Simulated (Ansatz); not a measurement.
Relaxed GaAs (zinc blende):

```
GaAs
1.0
    0.00000     5.66556     5.66556
    2.83278     2.83278     5.66556
    2.83278     2.83278     0.00000
As Ga
2 2
Direct
  0.00000   0.75000   0.75000
  0.50000   0.75000   0.75000
  0.00000   0.00000   0.00000
  0.50000   0.00000   0.00000
```

The atoms are displaced by Q × the pattern below (from a DFPT mode at X = (0.5, 0.5, 0.0), largest move 1; Q in Å), at fixed cell. (q is in reciprocal vectors of the primitive cell; the cell shown is doubled to hold the pattern.)

```json
[
 {"atom": "Ga3", "x": "0.000", "y": "0.000", "z": "1.000"},
 {"atom": "Ga4", "x": "0.000", "y": "0.000", "z": "-1.000"}
]
```

Atoms not listed stay in place.

Level of theory: r2SCAN (plane waves to 500 eV, PAW, scalar-relativistic; Ansatz, a quantum-chemistry and plane-wave program). k mesh 10×10×10 (Γ-centred), Fermi-Dirac smearing 0.05 eV. Energies are smeared free energies. GaAs was relaxed with its symmetry unable to fall. The PAW data are Ansatz's earlier set. ΔE is measured from the undisplaced structure.

```json
[
 {"Q (Å)": "-0.2800", "ΔE (meV/cell)": "1101"},
 {"Q (Å)": "-0.2333", "ΔE (meV/cell)": "771"},
 {"Q (Å)": "-0.1867", "ΔE (meV/cell)": "496"},
 {"Q (Å)": "-0.1400", "ΔE (meV/cell)": "280"},
 {"Q (Å)": "-0.0933", "ΔE (meV/cell)": "withheld"},
 {"Q (Å)": "-0.0467", "ΔE (meV/cell)": "31"},
 {"Q (Å)": "0.0000", "ΔE (meV/cell)": "0"},
 {"Q (Å)": "0.0467", "ΔE (meV/cell)": "31"},
 {"Q (Å)": "0.0933", "ΔE (meV/cell)": "withheld"},
 {"Q (Å)": "0.1400", "ΔE (meV/cell)": "280"},
 {"Q (Å)": "0.1867", "ΔE (meV/cell)": "496"},
 {"Q (Å)": "0.2333", "ΔE (meV/cell)": "771"},
 {"Q (Å)": "0.2800", "ΔE (meV/cell)": "1101"}
]
```

Question: Fit an even polynomial form (powers 2, 4) to the given rows and predict ΔE at Q = -0.0933.

Answer: Least squares on the 11 given rows: ΔE = (14390)·Q² + (-4392)·Q⁴, in meV/cell with Q in Å; root-mean-square residual 0.4 meV/cell. At -0.0933 the fit gives 125 meV/cell; the calculation gives 125 meV/cell, the same to the digits shown. The quadratic term alone would give 125 meV/cell.

(A displaced cell: forces are minus the slopes of the energy, force constants its curvatures, and phonons follow from these.)
